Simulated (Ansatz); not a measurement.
Geometry optimisation in Ansatz: input, command and trajectory.

```yaml
crystal:
  lattice:
    - [3.8939254719, 0.0, 0.0]
    - [0.0, 3.8939254719, 0.0]
    - [0.0, 0.0, 3.8939254719]
  atoms:
    - { symbol: Nb, position: [0.0, 0.0, 0.0] }
    - { symbol: Ru, position: [0.0, 0.5, 0.5] }
    - { symbol: Ru, position: [0.5, 0.0, 0.5] }
    - { symbol: Ru, position: [0.5, 0.5, 0.0] }
basis:
  ecutwfc: 420
kpoints:
  mp_grid: { grid: [12, 12, 12] }
hamiltonian:
  xc: lda
scf:
  occupations: { method: gaussian, width: 0.1 }
output:
  forces: true
  stress: true
  eigenvalues: true
relax:
  adjacent_minimum: "off"
  f_tol: 0.005
  max_steps: 50
  cell: { stress_tol: 0.05 }
```

```bash
ansatz run input.yaml --threads 1 --pin off --max-ram 2560MiB --backend cpu --events-out ev --progress --plain --runs-dir out
```

Computed with Ansatz 0.2.0, DFT LDA, scalar-relativistic, plane waves, PAW.

Of 5 frames 4 are shown, positions in Å and forces in eV/Å; the SCF threshold varies from step to step. Steps run on the plane waves of an earlier cell, with a Pulay correction in the pressure. The basis is chosen afresh for the last frame, the zero of the energies, and at times for earlier ones too; energy and pressure step there, also at an unchanged geometry. The mark taken_back stands on steps that the optimiser undid.

```xyz
4
Lattice="3.8939 0.0000 0.0000 0.0000 3.8939 0.0000 0.0000 0.0000 3.8939" Properties=species:S:1:pos:R:3:forces:R:3 pbc="T T T" step=1 free_energy_over_end_meV_per_atom=34.93 pressure_GPa=-14.33
Nb    0.0000    0.0000    0.0000    0.0000    0.0000    0.0000
Ru    0.0000    1.9470    1.9470    0.0000    0.0000    0.0000
Ru    1.9470    0.0000    1.9470    0.0000    0.0000    0.0000
Ru    1.9470    1.9470    0.0000    0.0000    0.0000    0.0000
4
Lattice="3.7147 0.0000 0.0000 0.0000 3.7147 0.0000 0.0000 0.0000 3.7147" Properties=species:S:1:pos:R:3:forces:R:3 pbc="T T T" step=2 free_energy_over_end_meV_per_atom=117.17 pressure_GPa=34.01 taken_back
Nb    0.0000    0.0000    0.0000    0.0000    0.0000    0.0000
Ru    0.0000    1.8574    1.8574    0.0000    0.0000    0.0000
Ru    1.8574    0.0000    1.8574    0.0000    0.0000    0.0000
Ru    1.8574    1.8574    0.0000    0.0000    0.0000    0.0000
4
Lattice="3.8372 0.0000 0.0000 0.0000 3.8372 0.0000 0.0000 0.0000 3.8372" Properties=species:S:1:pos:R:3:forces:R:3 pbc="T T T" step=3 free_energy_over_end_meV_per_atom=0.74 pressure_GPa=-2.37
Nb    0.0000    0.0000    0.0000    0.0000    0.0000    0.0000
Ru    0.0000    1.9186    1.9186    0.0000    0.0000    0.0000
Ru    1.9186    0.0000    1.9186    0.0000    0.0000    0.0000
Ru    1.9186    1.9186    0.0000    0.0000    0.0000    0.0000
4
Lattice="3.8275 0.0000 0.0000 0.0000 3.8275 0.0000 0.0000 0.0000 3.8275" Properties=species:S:1:pos:R:3:forces:R:3 pbc="T T T" step=5 free_energy_over_end_meV_per_atom=0.00 pressure_GPa=-0.05
Nb    0.0000    0.0000    0.0000    0.0000    0.0000    0.0000
Ru    0.0000    1.9137    1.9137    0.0000    0.0000    0.0000
Ru    1.9137    0.0000    1.9137    0.0000    0.0000    0.0000
Ru    1.9137    1.9137    0.0000    0.0000    0.0000    0.0000
```

The run took 47 s on 1 thread of Intel(R) Xeon(R) Platinum 8259CL CPU @ 2.50GHz (Skylake/Cascade Lake), with other jobs on the host, peak memory 0.67 GiB.